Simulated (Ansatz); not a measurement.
# Computed properties of Os

Os:
```yaml
crystal:
  lattice:
    - [-1.53579, 1.53579, 1.53579]
    - [1.53579, -1.53579, 1.53579]
    - [1.53579, 1.53579, -1.53579]
  atoms:
    - { symbol: Os, position: [0.00000, 0.00000, 0.00000] }
```

Space group Im-3m (No. 229), bcc (W type); conventional cell a = b = c = 3.072 Å, α = β = γ = 90.00°.

Method: the program Ansatz at the r²SCAN level (PAW). Geometry: relaxed at this level of theory. Other levels are named where they apply.

Cell and energy:

Volume per atom: 14.49 Å³
Density: 21.80 g/cm³

Electronic structure:

Electronic character: metallic (no gap)
Density of states at the Fermi level: 1.2 states/eV per atom (mean over ±0.08 eV)
Gap with spin–orbit coupling: none (metallic)

Mechanics:

- Bulk modulus (Birch–Murnaghan fit) = 380 GPa
- Pressure derivative B′ = 4.7
- Elastic constants (relaxed ions, GPa) = C11 = 19.9, C12 = 561, C44 = 257
- Mechanical stability = unstable (C has a negative eigenvalue)

The start of the workflow was typed in or built on a structure type; neither database checked (COD, Materials Project) lists it. It is not the phase usual at ambient conditions (space group No. 194). Symmetry was held in the r²SCAN relaxation. No spin polarisation was allowed. As this level gives no gap, shear constants depend on the k-mesh and smearing (Fermi–Dirac, 0.1 eV here). Scalar-relativistic: spin–orbit coupling is off unless named, which matters more the heavier the elements.

Potentials: the earlier of the program's two PAW sets.
